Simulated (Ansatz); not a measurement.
Ta$_{2}$Si in space group P6_3/mmc (No. 194; Si on 2c, Ta on 2a, Ta on 2d) at seven volumes, PBE (plane waves, PAW; program Ansatz), shape and atoms relaxed at each. One row is withheld.

```json
[
 {"V (Å³/atom)": "14.898", "P (GPa)": "22.34"},
 {"V (Å³/atom)": "15.389", "P (GPa)": "13.67"},
 {"V (Å³/atom)": "15.880", "P (GPa)": "6.30"},
 {"V (Å³/atom)": "16.371", "P (GPa)": "-0.01"},
 {"V (Å³/atom)": "16.862", "P (GPa)": "-5.47"},
 {"V (Å³/atom)": "17.353", "P (GPa)": "?"},
 {"V (Å³/atom)": "17.845", "P (GPa)": "-14.04"}
]
```

Problem. Fit the shown pressures and predict the withheld one.

Solution. P = (3/2)B₀(x^(7/2) − x^(5/2))[1 + (3/4)(B′ − 4)(x − 1)] with x = (V₀/V)^(2/3). Least squares on the six rows gives V₀ = 16.368 Å³/atom, B₀ = 195 GPa, B′ = 4.19. At V = 17.353, x = 0.9618 and P = -10.08 GPa. The run itself gave -10.10 GPa.

The cell is a constructed one: a structure type filled with these elements; neither database checked (COD, Materials Project) lists it. Its standing as an ambient phase is unchecked. The PBE relaxation kept the symmetry of its start; whether a distortion lowers the energy is not shown. No spin polarisation was allowed. Scalar-relativistic: spin–orbit coupling is off unless named, which matters more the heavier the elements.

Potentials: the later of the program's two PAW sets.
